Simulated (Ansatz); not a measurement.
Fields on a plane of CdSe (wurtzite)

```
CELL_PARAMETERS angstrom
      4.38288     0.00000     0.00000
     -2.19144     3.79568     0.00000
      0.00000     0.00000     7.15467
ATOMIC_POSITIONS crystal
  Cd 0.66667 0.33333 0.00047
  Cd 0.33333 0.66667 0.50047
  Se 0.66667 0.33333 0.62473
  Se 0.33333 0.66667 0.12473
```

The slice is a (-1 1 0 2) plane (indices of the conventional cell) through the point (0.667, 0.333, 0.625) (fractional), spanned by u = [110] and v = [1 -1 1] in vectors of this cell: u (4.38 Å) and v (10.43 Å, at 90° to u). It covers one period; positions are fractions (u, v).

Atoms on it: Se at (0.00, 0.00). Other atoms lie within 1 Å of the plane.

Calculation: PBE (plane waves to 420 eV, PAW, scalar-relativistic; Ansatz, a quantum-chemistry and plane-wave program). k mesh 9×9×5. Inside the PAW spheres the values are not all-electron values, and peaks at nuclei hang on which shells count as valence. CdSe was relaxed with its symmetry unable to fall. The PAW data are Ansatz's earlier set.

```tsv
v \ u	0.00	0.17	0.33	0.50	0.67	0.83
0.93	0.0	-0.3	-1.1	-1.5	-1.1	-0.3
0.86	-0.7	-0.9	-1.5	-1.9	-1.5	-0.9
0.79	-0.5	-0.9	-1.6	-2.0	-1.6	-0.9
0.71	-0.5	-0.8	-1.5	-2.0	-1.5	-0.8
0.64	-0.2	-0.6	-1.3	-1.7	-1.3	-0.6
0.57	-0.2	-0.5	-1.0	-1.1	-1.0	-0.5
0.50	-0.6	-0.8	-0.5	0.0	-0.5	-0.8
0.43	-1.4	-1.2	-0.2	0.6	-0.2	-1.2
0.36	-1.9	-1.5	-0.8	-0.4	-0.8	-1.5
0.29	-2.0	-1.8	-1.3	-1.1	-1.3	-1.8
0.21	-1.6	-1.7	-1.7	-1.6	-1.7	-1.7
0.14	-0.9	-1.1	-1.5	-1.6	-1.5	-1.1
0.07	0.0	-0.3	-1.0	-1.2	-1.0	-0.3
0.00	1.8	0.1	-0.8	-1.1	-0.8	0.1
```

Values: log₁₀ of the valence density in e/Å³. The scale is logarithmic, as a density can span decades between atoms and voids.

```
|x69951115996|
|999841014899|
|998520002589|
|433200000233|
|111100000111|
|221100000112|
|221100000112|
|222100000122|
|665310001356|
|998620002689|
|999731013799|
|999721112799|
|998522222589|
|885223332258|
|542124442124|
|111134443111|
|001123332110|
|000111211100|
|000112221100|
|000012221000|
|000001110000|
|000000000000|
|210000000001|
|654100000145|
|998520002589|
|999831113899|
|x69951115996|
|xx995111599x|
```
Scale: ten equal steps from 0.01 (start of '0') to 0.80 (end of '9'), in the order '0123456789'. Values: electron localisation function (ELF). The map has 12 points along u (one character each, u = 0 at the left) and 28 along v (v = 0 in the bottom row). Points within 0.5 Å of a nucleus are blanked (x), as the pseudised field means little there.
